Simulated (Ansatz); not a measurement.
According to r²SCAN in the plane-wave PAW code Ansatz, Ir in the bcc (W type) structure (Im-3m) relaxes to a = 3.088 Å.

Electronic character: metallic (no gap). Gap from r²SCAN with spin–orbit coupling: none (metallic).

An equation-of-state fit gives a bulk modulus of 333 GPa. The relaxed-ion elastic constants in GPa are C11 = -126, C12 = 563, C44 = 180.

The start of the workflow was typed in or built on a structure type; neither database checked (COD, Materials Project) lists it. It is not the phase usual at ambient conditions (space group No. 225). The r²SCAN relaxation kept the symmetry of its start. At this level the phase is mechanically unstable. No spin polarisation was allowed. As this level gives no gap, shear constants depend on the k-mesh and smearing (Fermi–Dirac, 0.1 eV here). Spin–orbit coupling is left out wherever it is not named.

Potentials: the later of the program's two PAW sets.
